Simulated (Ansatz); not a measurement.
input.yaml

```yaml
crystal:
  lattice:
    - [2.1625503788, 1.2485490434, 10.5926162113]
    - [-2.1625503788, 1.2485490434, 10.5926162113]
    - [0.0, -2.4970980867, 10.5926162113]
  atoms:
    - { symbol: Bi, position: [0.6081800503, 0.6081800503, 0.6081800503] }
    - { symbol: Bi, position: [0.3918199497, 0.3918199497, 0.3918199497] }
    - { symbol: Te, position: [0.2197351514, 0.2197351514, 0.2197351514] }
    - { symbol: Te, position: [0.7802648486, 0.7802648486, 0.7802648486] }
    - { symbol: Se, position: [0.0, 0.0, 0.0] }
basis:
  ecutwfc: 500
kpoints:
  mp_grid: { grid: [6, 6, 6] }
  band_path:
    path:
      - [[0.0, 0.0, 0.0], [0.5, 0.5, 0.5], [0.82407115, 0.17592885, 0.5]]
      - [[0.5, -0.17592885, 0.17592885], [0.5, 0.0, 0.0], [0.0, 0.0, 0.0], [0.33796443, -0.33796443, 0.0]]
      - [[0.66203557, 0.0, 0.33796443], [0.5, 0.0, 0.5], [0.0, 0.0, 0.0]]
    npoints: 14
hamiltonian:
  xc: r2scan
scf:
  occupations: { method: gaussian, width: 0.02 }
  n_extra_bands: 12
output:
  forces: true
  stress: true
  eigenvalues: true
  populations: true
  dos: { projected: true, de: 0.02, nscf_kmesh: { grid: [9, 9, 9] } }
  bader: true
  write_density: true
  write_potential: true
  elf: true
  volumetric_format: npy
```

Command:
```bash
ansatz run input.yaml --threads 2 --pin off --max-ram 5120MiB --backend cpu --events-out ev --progress --plain --runs-dir out
```

These are results of DFT r2SCAN, scalar-relativistic, plane waves, PAW in Ansatz, not measurements.

Abridged output (final results; tables in files aren't shown):

```
SCF 1 converged in 8 iterations: F = -44291.600062 eV  dr2 = 4.80e-9
SCF converged after 8 iterations
Free energy (F): -44291.600062 eV
Harris-Foulkes:  -44291.600062 eV  (|F-HF|=1.73e-9)
Internal energy: -44291.600062 eV  (E = F + TS)
E sigma→0 (E₀):  -44291.600062 eV
Fermi energy:    8.152206 eV
--- Per-component energies (eV) ---
  E_band       = -1237.855825
  E_kinetic    = 1077.910105
  E_local      = -9060.564180  (includes V_loc(G=0)·N_el)
  E_nonlocal   = -90.308217
  E_hartree    = 4301.793575
  E_xc         = -610.617847
  E_vxc        = -641.916418  (∫ρ·V_xc dr)
  E_paw        = -32674.372585  (= ΣΔE_a)
  E_vpaw       = -1166.901421  (= ΣTr[D̂ρ^β])
  E_aug_tail   = -0.000831  (compensation charges beyond the density's cutoff)
  E_vtau       = 40.338660  (kinetic-family band-sum trace: ∫τ·v_τ [+ j·A + Jᵃ·Aᵃ] dr)
  E_ewald      = -7235.996116
  E_core_change = 0.556035  (= ΣΔE_core)
  E_smearing   =  0.000000  (= −TS)
--- Forces (eV/Å), atoms counted from 1 ---
  atom   1  Bi     0.00000000     0.00000000     0.00121745
  atom   2  Bi     0.00000000     0.00000000    -0.00121745
  atom   3  Te     0.00000000     0.00000000     0.00021988
  atom   4  Te     0.00000000     0.00000000    -0.00021988
  atom   5  Se     0.00000000     0.00000000     0.00000000
--- Stress (GPa, compression-positive) ---
        0.000411       0.000000       0.000000
        0.000000       0.000411       0.000000
        0.000000       0.000000       0.003631
  P = ⅓ Tr σ = 0.0015 GPa (0.015 kbar)
--- Band table (eV; the first three rows and the last of 32) ---
  k-point 0: bands = ["-40.0320", "-40.0298", "-40.0298", "-40.0150", "-40.0150", "-29.2823", "-29.2823", "-29.2819", "-29.2819", "-29.2723", "-29.2723", "-29.2719", "-29.2719", "-29.2670", "-29.2667", "-15.9086", "-15.9086", "-15.9061", "-15.9061", "-15.8976", "-15.8959", "-15.8939", "-15.8939", "-15.8900", "-15.8900", "-6.2660", "-5.0502", "-4.1693", "-1.0741", "-0.5856", "5.9317", "5.9317", "5.9553", "6.0123", "6.6575", "6.6575", "7.0601", "7.0601", "7.7861", "8.5183", "9.3032", "9.3032", "10.2317", "10.5018", "10.5018", "14.1499", "14.7921", "14.8837", "14.8837", "15.0510", "15.6853"]
  k-point 1: bands = ["-40.0319", "-40.0298", "-40.0298", "-40.0150", "-40.0150", "-29.2823", "-29.2820", "-29.2819", "-29.2815", "-29.2724", "-29.2723", "-29.2720", "-29.2718", "-29.2667", "-29.2665", "-15.9114", "-15.9082", "-15.9048", "-15.9024", "-15.8971", "-15.8954", "-15.8944", "-15.8932", "-15.8914", "-15.8898", "-6.0406", "-4.8120", "-4.0308", "-1.2311", "-0.8809", "4.7113", "5.0697", "5.4411", "5.5243", "6.3964", "6.7557", "6.9327", "6.9609", "7.2561", "9.3439", "9.8664", "9.9770", "10.4636", "10.7002", "11.1717", "13.3081", "14.1211", "15.1951", "15.2144", "15.2918", "15.7498"]
  k-point 2: bands = ["-40.0319", "-40.0298", "-40.0298", "-40.0150", "-40.0149", "-29.2823", "-29.2820", "-29.2813", "-29.2808", "-29.2726", "-29.2723", "-29.2722", "-29.2717", "-29.2662", "-29.2661", "-15.9188", "-15.9137", "-15.9009", "-15.9006", "-15.8971", "-15.8965", "-15.8911", "-15.8894", "-15.8881", "-15.8868", "-5.4440", "-4.1813", "-3.7320", "-1.9253", "-1.5291", "3.3537", "4.4790", "4.7666", "4.8289", "5.7189", "5.7371", "6.6568", "6.8947", "7.2603", "9.2097", "10.0381", "10.4005", "11.0597", "11.4920", "12.2382", "12.4710", "14.2772", "15.2587", "16.1477", "16.3774", "16.5323"]
  k-point 31: bands = ["-40.0320", "-40.0298", "-40.0298", "-40.0150", "-40.0150", "-29.2823", "-29.2823", "-29.2819", "-29.2819", "-29.2723", "-29.2723", "-29.2719", "-29.2719", "-29.2670", "-29.2667", "-15.9086", "-15.9086", "-15.9061", "-15.9061", "-15.8976", "-15.8959", "-15.8939", "-15.8939", "-15.8900", "-15.8900", "-6.2517", "-5.1401", "-4.0300", "-1.4245", "-0.2599", "5.4466", "5.9272", "5.9272", "6.7399", "6.7399", "6.7462", "6.9529", "6.9529", "7.3067", "8.8239", "9.4583", "9.4583", "10.1523", "10.3359", "10.3359", "14.1693", "14.6822", "14.6822", "14.7835", "14.8513", "16.0120"]
--- Löwdin populations: 5 sites ---
  site symbol q [e]
     0     Bi     14.4629
     1     Bi     14.4629
     2     Te     16.1702
     3     Te     16.1702
     4     Se     16.5503
  spilling = 0.002353 (of n_electrons = 78.000000)
--- Bader charges: 5 sites ---
  site symbol charge [e]  shift [e]
     0     Bi      0.8941     0.0000
     1     Bi      0.8941     0.0000
     2     Te     -0.4512     0.0000
     3     Te     -0.4512     0.0000
     4     Se     -0.8858     0.0000
  estimated error of the sums over rays = 4.8e-4 e
```

The run converged.

It took 81 s on 2 threads of Intel(R) Xeon(R) Processor @ 2.70GHz, on a shared host, peak memory 1.2 GiB.

Spin–orbit coupling is left out, which can shift energies with elements as heavy as these. The cell holds layers, and r2SCAN describes their binding at middle range but leaves out its long-range dispersion part.